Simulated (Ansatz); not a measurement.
TiO₂ (rutile)

```xyz
6
Lattice="4.5916 0.0000 0.0000 0.0000 4.5916 0.0000 0.0000 0.0000 2.9391" Properties=species:S:1:pos:R:3 pbc="T T T"
Ti     0.0000     0.0000     0.0000
Ti     2.2958     2.2958     1.4696
O      1.3978     1.3978     0.0000
O      3.6936     0.8980     1.4696
O      0.8980     3.6936     1.4696
O      3.1938     3.1938     0.0000
```

The slice is a (010) plane (indices of the conventional cell) through the point (0.696, 0.696, 0.000) (fractional), spanned by u = [001] and v = [100] in vectors of this cell: u (2.94 Å) and v (4.59 Å, at 90° to u). It covers one period; positions are fractions (u, v).

Level of theory: PBEsol (plane waves to 420 eV, PAW, scalar-relativistic; Ansatz, a quantum-chemistry and plane-wave program). k mesh 7×7×11. Near the nuclei the fields are pseudised (PAW); where an atom keeps semicore shells as valence, they peak there. The PAW data are Ansatz's earlier set. TiO2 is run without spin polarisation. TiO2 was relaxed with its symmetry unable to fall.

Three fields on this plane, each scaled to ten steps between its own extremes (0 low, 9 high; the total valence density on a logarithmic scale, the potential cut 8 eV below its top; x marks points blanked near nuclei; v = 0 in the bottom row):

Map A
```
|xxxx94100149xxx|
|xxxx72000027xxx|
|xxx9410000149xx|
|xx951011110159x|
|775200111100257|
|331000011000013|
|000000111100000|
|000013344331000|
|0002578xx875200|
|00147xxxxxx7410|
|00269xxxxxx9620|
|00269xxxxxx9620|
|00269xxxxxx9620|
|00258xxxxxx8520|
|0013689xx986310|
|000136788763100|
|000002455420000|
|321000011000012|
|775310000001357|
|xx974100001479x|
|xxx9730000379xx|
|xxxx96100169xxx|
|xxxx97200279xxx|
|xxxxx620026xxxx|
```

Map B
```
|xxxx97533579xxx|
|xxxx97555579xxx|
|xxx9766666679xx|
|xx876667766678x|
|766555777755566|
|443345677654334|
|222345788754322|
|001346899864310|
|0024689xx986420|
|00247xxxxxx7420|
|01358xxxxxx8531|
|01358xxxxxx8531|
|01358xxxxxx8531|
|01247xxxxxx7421|
|0023579xx975320|
|011245677654211|
|222223444432222|
|443221122112234|
|765421000012456|
|xx864200002468x|
|xxx9631001369xx|
|xxxx85211258xxx|
|xxxx96322369xxx|
|xxxxx743347xxxx|
```

Map C
```
|xxxx12100121xxx|
|xxxx10000001xxx|
|xxx1000000001xx|
|xx320000000023x|
|654300000000345|
|775300000000357|
|876420000002467|
|877531000013577|
|8876420xx024678|
|88875xxxxxx5788|
|88875xxxxxx5788|
|88875xxxxxx5788|
|77876xxxxxx6787|
|77777xxxxxx7777|
|6677875xx578776|
|566788888888766|
|666789999998766|
|667889999998876|
|557889999998875|
|xx578999999875x|
|xxx5788888875xx|
|xxxx67777776xxx|
|xxxx35655653xxx|
|xxxxx443344xxxx|
```

### Question
Assign the maps to these fields: electron localisation function (ELF); valence electron density; electrostatic potential energy of an electron, from the cell's mean.

### Answer
A is the electron localisation function (ELF); B is the valence electron density; C is the electrostatic potential energy of an electron, from the cell's mean.
